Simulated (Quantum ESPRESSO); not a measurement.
Band energies of Nb

```xyz
1
Lattice="-1.6588 1.6588 1.6588 1.6588 -1.6588 1.6588 1.6588 1.6588 -1.6588" Properties=species:S:1:pos:R:3 pbc="T T T"
Nb     0.0000     0.0000     0.0000
```

norm-conserving PBEsol (Quantum ESPRESSO, 82 Ry, without SOC); path ΓHNΓPH,PN; energies in eV from the Fermi level.

```csv
k (1/Å),point,band 2,band 3,band 4,band 5,band 6,band 7,band 8,band 9
0.00,Γ,-29.63,-29.63,-29.63,-5.91,0.37,0.37,0.37,3.24
0.32,,-29.76,-29.69,-29.69,-5.36,0.33,0.33,0.63,2.44
0.63,,-30.05,-29.85,-29.85,-3.95,0.41,0.41,0.73,1.37
1.05,,-30.40,-30.15,-30.15,-2.26,-1.56,1.30,1.30,2.94
1.37,,-30.51,-30.36,-30.36,-2.82,-2.59,2.75,2.75,4.29
1.79,,-30.53,-30.52,-30.52,-3.62,-3.60,5.30,5.30,5.49
1.89,H,-30.53,-30.53,-30.53,-3.66,-3.66,5.55,5.55,5.55
2.10,,-30.55,-30.50,-30.48,-3.51,-3.47,4.54,4.68,5.59
2.51,,-30.71,-30.32,-30.15,-2.75,-2.02,1.19,1.90,5.87
2.82,,-30.85,-30.15,-29.84,-3.02,-0.66,-0.19,1.95,6.14
3.23,N,-30.94,-30.04,-29.64,-3.67,-1.62,2.23,3.26,3.94
3.54,,-30.78,-29.99,-29.64,-3.55,-1.42,1.07,3.22,3.75
3.95,,-30.23,-29.81,-29.63,-4.17,-0.63,-0.08,2.35,2.68
4.26,,-29.80,-29.68,-29.63,-5.39,0.06,0.27,0.89,2.84
4.57,Γ,-29.63,-29.63,-29.63,-5.91,0.37,0.37,0.37,3.24
4.67,,-29.65,-29.63,-29.63,-5.85,0.35,0.35,0.44,3.21
4.98,,-29.94,-29.66,-29.66,-5.02,-0.09,-0.09,1.46,3.00
5.39,,-30.49,-29.79,-29.79,-3.00,-1.08,-1.08,3.28,3.28
5.70,,-30.67,-29.96,-29.96,-1.48,-1.46,-1.46,3.71,3.71
6.11,,-30.42,-30.23,-30.23,-1.22,-1.22,-0.85,4.05,4.05
6.21,P,-30.29,-30.29,-30.29,-1.08,-1.08,-1.08,4.07,4.07
6.41,,-30.40,-30.40,-30.05,-1.68,-0.83,-0.83,4.01,4.01
6.79,,-30.55,-30.55,-29.79,-2.09,-0.90,-0.90,3.69,3.69
7.08,,-30.58,-30.58,-29.92,-1.74,-1.74,-0.96,3.83,3.83
7.47,,-30.55,-30.55,-30.32,-3.09,-3.09,2.39,4.75,4.75
7.76,,-30.53,-30.53,-30.51,-3.62,-3.62,5.21,5.48,5.48
7.85,H,-30.53,-30.53,-30.53,-3.66,-3.66,5.55,5.55,5.55
7.85,P,-30.29,-30.29,-30.29,-1.08,-1.08,-1.08,4.07,4.07
8.06,,-30.52,-30.26,-30.07,-1.46,-1.46,-0.46,3.96,4.05
8.38,,-30.79,-30.15,-29.79,-2.74,-1.66,0.85,3.56,3.99
8.80,N,-30.94,-30.04,-29.64,-3.67,-1.62,2.23,3.26,3.94
```

A metal at this level: along this path bands 6, 7 cross the Fermi level.

Spin-orbit splittings are left out.

Geometry of the Materials Project entry, not relaxed at this level.
